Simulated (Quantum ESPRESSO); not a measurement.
Band energies of CoAl

```xyz
2
Lattice="2.8194 0.0000 0.0000 0.0000 2.8194 0.0000 0.0000 0.0000 2.8194" Properties=species:S:1:pos:R:3 pbc="T T T"
Al     0.0000     0.0000     0.0000
Co     1.4097     1.4097     1.4097
```

PBEsol (Quantum ESPRESSO, PseudoDojo norm-conserving, 96 Ry, without SOC); path ΓXMΓRX,MR; energies in eV from the Fermi level.

```csv
k (1/Å),point,band 6,band 7,band 8,band 9,band 10,band 11,band 12,band 13
0.00,Γ,-3.12,-3.12,-0.80,-0.80,-0.80,6.13,6.13,6.13
0.67,,-3.97,-2.73,-1.44,-1.44,-0.72,0.97,8.27,8.27
1.11,X,-6.80,-2.51,-1.73,-1.73,-0.68,0.20,8.49,10.79
1.34,,-6.61,-2.46,-1.80,-1.70,-0.77,0.19,7.84,9.35
2.12,,-3.53,-2.70,-2.53,-1.51,-1.49,-0.21,2.65,3.83
2.23,M,-3.21,-2.73,-2.73,-1.51,-1.51,-0.25,2.51,3.75
2.75,,-3.73,-2.91,-1.97,-1.41,-1.33,0.69,3.27,6.88
3.38,,-3.10,-3.02,-1.19,-0.99,-0.92,3.83,4.66,7.06
3.80,Γ,-3.12,-3.12,-0.80,-0.80,-0.80,6.13,6.13,6.13
4.11,,-3.08,-3.08,-0.96,-0.91,-0.91,5.11,5.11,5.86
4.72,,-2.93,-2.93,-1.74,-1.61,-1.61,3.17,3.17,5.21
5.43,,-3.89,-3.89,-0.59,-0.59,0.54,2.53,2.53,4.56
5.73,R,-4.05,-4.05,-0.21,-0.21,2.38,2.38,2.38,4.44
6.01,,-3.96,-3.90,-0.65,-0.46,1.23,1.49,3.10,4.59
6.57,,-4.88,-2.88,-1.92,-1.52,-0.77,0.26,6.31,6.51
7.22,,-6.77,-2.50,-1.75,-1.71,-0.70,0.19,8.37,10.65
7.31,X,-6.80,-2.51,-1.73,-1.73,-0.68,0.20,8.49,10.79
7.31,M,-3.21,-2.73,-2.73,-1.51,-1.51,-0.25,2.51,3.75
7.72,,-3.35,-3.35,-2.55,-0.45,-0.45,-0.24,2.53,3.82
8.42,R,-4.05,-4.05,-0.21,-0.21,2.38,2.38,2.38,4.44
```

A metal at this level: along this path bands 10, 11 cross the Fermi level.

Geometry of the Materials Project entry, not relaxed at this level.

The runs are not spin-polarised; magnetic order was not tried.
